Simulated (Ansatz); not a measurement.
In r²SCAN (plane waves, PAW; program Ansatz), NbC2 in the MoSi2 or CaC2 type structure (I4/mmm) relaxes to a = 3.203 Å, c = 5.874 Å. Against the elements it lies at 0.41 eV/atom, with no fitted shifts.

Electronic character: metallic (no gap). Gap from r²SCAN with spin–orbit coupling: none (metallic).

An equation-of-state fit gives a bulk modulus of 225 GPa. Bader charges are Nb +1.89, C -0.94 e.

The start of the workflow was typed in or built on a structure type; neither database checked (COD, Materials Project) lists it. Whether it is the stable phase at ambient conditions was not checked. The cell was relaxed with r²SCAN under the symmetry of its start; whether a distortion lowers the energy is not shown. The run is not spin-polarised. The volume moved by -28 % from the start of the relaxation. Its formation energy is positive at this level, so the cell may be metastable or incomplete. The references are the lowest solids computed at this level, not always the standard phases. Spin–orbit coupling is left out wherever it is not named.

Potentials: the later of the program's two PAW sets.
